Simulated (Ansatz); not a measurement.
NaF (rock salt, space group No. 225), a = b = c = 4.629 Å, α = β = γ = 90.00°; the cell used has 2 atoms.

Relaxed with PBEsol.

Decompose the optical modes at the zone centre into irreducible representations, and say which are infrared and Raman allowed.

Point group m-3m: Γ_opt = T1u. Infrared: T1u. Raman: none.

Assign frequencies (DFPT, DFT-PBEsol in the program Ansatz with PAW potentials; without the LO–TO term).

T1u 239 cm⁻¹.

Space group Fm-3m (rock salt). The PBEsol relaxation kept the symmetry of its start; phonons on a q-mesh show no instability.

Potentials: the later of the program's two PAW sets.
